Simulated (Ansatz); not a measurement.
A geometry of Ga$_{2}$Cu away from equilibrium: step 4 of the relaxation of a relaxed Ga2Cu cell shaken by Gaussian noise of σ = 0.08 Å a coordinate. Method: PBE (plane waves to 420 eV, PAW, scalar-relativistic; Ansatz, an electronic-structure program). Γ-centred k-mesh 6×6×6 on the run's cell (coarser than for final values), Fermi–Dirac smearing 0.05 eV.

```yaml
crystal:
  lattice:
    - [4.15202, 2.42818, 2.76066]
    - [-4.13999, 2.40220, 2.76517]
    - [-0.01649, -4.71230, 2.65955]
  atoms:
    - { symbol: Cu, position: [0.51806, 0.49037, 0.00159] }
    - { symbol: Cu, position: [0.01793, 0.51540, 0.49508] }
    - { symbol: Cu, position: [0.44871, 0.95893, 0.48074] }
    - { symbol: Ga, position: [0.67047, 0.66460, 0.65868] }
    - { symbol: Ga, position: [0.36222, 0.34966, 0.35465] }
    - { symbol: Ga, position: [0.98581, 0.02629, 0.51475] }
    - { symbol: Ga, position: [0.47424, 0.98173, 0.98816] }
    - { symbol: Ga, position: [0.02601, 0.52195, 0.99947] }
    - { symbol: Ga, position: [0.98408, 0.02267, 0.01542] }
```

Question: Which atoms carry the largest force, and which way does it point?

Answer: 0.31 eV/Å, on Cu3 (atoms numbered as listed); on Cu3 its components are (-0.18, 0.00, -0.25).

Question: What is the pressure?

Answer: -0.1 GPa, compression positive.

Question: How far above the relaxed end point is this geometry?

Answer: 0.21 eV/atom; the path ends in P-1 (No. 2).

No spin polarisation in the result.

The end of the path is a generated cell of Ga2Cu: the first start was made by a random draw of sites in a space group, and the end was not matched to a known phase here, so it may be hypothetical.
